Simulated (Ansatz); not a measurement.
TiN (rock salt), conventional cell a = b = c = 4.2325 Å, α = β = γ = 90.00°. The calculation uses the primitive cell of 2 atoms, to which meshes and values per cell refer.

E(V) scan at fixed shape, V₀ the volume above. Symmetry pins the atoms to their sites.

These are r2SCAN (plane waves to 500 eV, PAW, scalar-relativistic; Ansatz, a first-principles code) values and carry that method's errors. k mesh 19×19×19 (Γ-centred), Fermi-Dirac smearing 0.05 eV. Energies are smeared free energies. TiN is run without spin polarisation. TiN was relaxed with its symmetry unable to fall. The zero of ΔE is the relaxed starting cell. The last digit holds for this mesh only.

| V (Å³/atom) | ΔE (meV/atom) |
|---|---|
| 8.909 | 35.0 |
| 9.004 | 23.9 |
| 9.099 | 15.0 |
| 9.193 | 8.3 |
| 9.288 | 3.6 |
| 9.383 | 0.9 |
| 9.478 | 0.0 |
| 9.572 | 0.9 |
| 9.667 | 3.4 |
| 9.762 | 7.5 |
| 9.857 | 13.1 |
| 9.952 | 20.1 |
| 10.046 | 28.4 |

Question: What bulk modulus B₀ follows from a third-order Birch-Murnaghan fit?

Answer: 295 GPa.

Question: What is the fitted pressure derivative B₀′?

Answer: 4.2.

(Under strain, the slope of the energy per volume gives the stress and its curvature an elastic modulus.)
